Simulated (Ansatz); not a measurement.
This cell of WC (WC type, space group P-6m2) is off equilibrium:

```
WC
1.0
    5.82515     0.00000     0.00000
   -1.45629     2.52236     0.00000
    0.00000     0.00000     2.83670
W C
2 2
Cartesian
  0.35200   0.00000   0.00000
  2.91257   0.00000   0.00000
  1.45629   0.84079   1.41835
  4.36886   0.84079   1.41835
```

The numbers are results of r2SCAN (plane waves to 500 eV, PAW, scalar-relativistic; Ansatz, a quantum-chemistry and plane-wave program), not measurements. k mesh 15×15×13 (Γ-centred), Fermi-Dirac smearing 0.05 eV. The energy includes the smearing's −TS. Compression counts positive. With partly filled bands, energies and forces of such displacements shift with the k mesh and the smearing. Spin-orbit coupling is left out, though W is heavy. The PAW data are Ansatz's earlier set. WC is run without spin polarisation. WC was relaxed with its symmetry unable to fall.

### Question
What forces act on the atoms (eV/Å, Cartesian)?

### Answer
```
atom       Fx      Fy     Fz
----  -------  ------  -----
W1    -10.287  -3.272  0.000
W2      4.681   1.662  0.000
C3      3.601   1.580  0.000
C4      2.005   0.030  0.000
```

### Question
Give the stress tensor in GPa and the pressure.

### Answer
```
   23.3      6.3      0.0
    6.3     13.6      0.0
    0.0      0.0     17.9
```
The pressure, a third of the trace, is 18.3 GPa.

### Question
In it atom 1 sits (0.352, 0.000, 0.000) Å away from its relaxed site. What is its energy relative to the relaxed cell?

### Answer
1828 meV/cell.

(For displaced atoms, the force is minus the slope of the energy, and its curvature is a force constant, which sets phonon frequencies.)
